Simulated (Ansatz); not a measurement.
Consider the following.

IrO₃:
```cif
data_IrO3
_chemical_formula_sum 'Ir1 O3'
_space_group_name_H-M_alt 'P 1'
_space_group_IT_number 1
_cell_length_a 3.70999
_cell_length_b 3.70999
_cell_length_c 3.70999
_cell_angle_alpha 90.000
_cell_angle_beta 90.000
_cell_angle_gamma 90.000
loop_
_space_group_symop_operation_xyz
  'x, y, z'
loop_
_atom_site_label
_atom_site_type_symbol
_atom_site_fract_x
_atom_site_fract_y
_atom_site_fract_z
_atom_site_occupancy
Ir1 Ir 0.50000 0.50000 0.50000 1
O1 O 0.50000 0.50000 0.00000 1
O2 O 0.00000 0.50000 0.50000 1
O3 O 0.50000 0.00000 0.50000 1
```

This is the LDA-relaxed structure.

All from plane-wave PAW LDA (Ansatz code), unless another level is named. Predict the electronic character.

metallic (no gap).

Give the density of states at the Fermi level.

0.65 states/eV per atom (mean over ±0.08 eV).

What about the formation energy from the elements (no fitted shifts)?

-46 kJ/mol-atom.

Space group Pm-3m (ReO3 type). The workflow started from a Materials Project entry (that database holds measured and hypothetical structures alike); the Crystallography Open Database copy checked does not list it. Whether it is the stable phase at ambient conditions was not checked. The LDA relaxation kept the symmetry of its start; whether a distortion lowers the energy is not shown. No spin polarisation was allowed. With an odd number of electrons in the cell and no spin polarisation, the count alone makes it a metal. The references are the lowest solids computed at this level, not always the standard phases (solids in place of the gases). Spin–orbit coupling is left out wherever it is not named.

Potentials: the later of the program's two PAW sets.
